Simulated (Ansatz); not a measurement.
Several occupations of a fcc lattice at one composition, 1 Ag, 5 Ru, 3 Pd, 2 Rh, 5 Pt. Sites, in fractions of the cell -3.908 3.908 -3.908; 3.908 3.908 3.908; 3.908 -3.908 -3.908 Å:

| cell | sites |
| --- | --- |
| all | Pd (0.00 0.75 0.25), Pt (0.50 0.00 0.50), Pt (0.50 0.25 0.25), Ru (0.25 0.75 0.00) |
| 1 | Ag (0.25 0.25 0.50), Pd (0.75 0.00 0.25), Pd (0.75 0.75 0.50), Pt (0.25 0.00 0.75), Pt (0.75 0.25 0.00), Pt (0.75 0.50 0.75), Rh (0.00 0.25 0.75), Rh (0.00 0.50 0.50), Ru (0.00 0.00 0.00), Ru (0.25 0.50 0.25), Ru (0.50 0.50 0.00), Ru (0.50 0.75 0.75) |
| 2 | Ag (0.25 0.00 0.75), Pd (0.00 0.00 0.00), Pd (0.00 0.25 0.75), Pt (0.00 0.50 0.50), Pt (0.50 0.50 0.00), Pt (0.75 0.50 0.75), Rh (0.75 0.25 0.00), Rh (0.75 0.75 0.50), Ru (0.25 0.25 0.50), Ru (0.25 0.50 0.25), Ru (0.50 0.75 0.75), Ru (0.75 0.00 0.25) |
| 3 | Ag (0.00 0.25 0.75), Pd (0.00 0.00 0.00), Pd (0.25 0.00 0.75), Pt (0.25 0.25 0.50), Pt (0.25 0.50 0.25), Pt (0.75 0.25 0.00), Rh (0.50 0.50 0.00), Rh (0.50 0.75 0.75), Ru (0.00 0.50 0.50), Ru (0.75 0.00 0.25), Ru (0.75 0.50 0.75), Ru (0.75 0.75 0.50) |

Each was relaxed without symmetry on coarser meshes and computed once more. Level of theory: DFT PBE, scalar-relativistic, plane waves, PAW in Ansatz 0.2.0.

Plane waves to 420 eV, a k mesh through Γ of 6×6×6 on the computed 16-atom cell and Gaussian smearing (0.10 eV); no spin polarisation.

Warren–Cowley parameters of the first shell of the sublattice with most elements (negative: unlike neighbours preferred):
```csv
cell,Pt-Ru,Pd-Pt,Pd-Ru,Pt-Rh,Rh-Ru,Ag-Pt
1,-0.01,0.02,-0.07,-0.07,0.07,-0.07
2,-0.17,0.11,-0.16,-0.33,0.20,-0.07
3,0.04,-0.07,-0.07,-0.07,-0.20,-0.07
```

Forces of up to 0.09 eV/Å remain on the final mesh.

Q: Which occupation is lowest in energy, and by how much?

A: Cells 1, 2 are lowest, within 8 meV/atom of each other and so too close to rank here.
```csv
cell,E − E(lowest) (meV/atom),V (Å³/atom)
1,0.0,14.84
2,0.2,14.83
3,11.0,14.84
```

The final mesh leaves forces up to 0.09 eV/Å and stresses up to 0.4 GPa: the relaxation ran on a coarser mesh, so the cell's shape, its bonds and its energy belong partly to that mesh.

Spin–orbit coupling is left out, which can shift energies with elements as heavy as these. Spin polarisation was left out, and a magnetic state may lie lower.

Cost: 6 runs of about 51 core-minutes in all (earlier runs that led there not counted), on Intel Xeon Platinum 8259CL (Skylake/Cascade Lake) (shared hosts).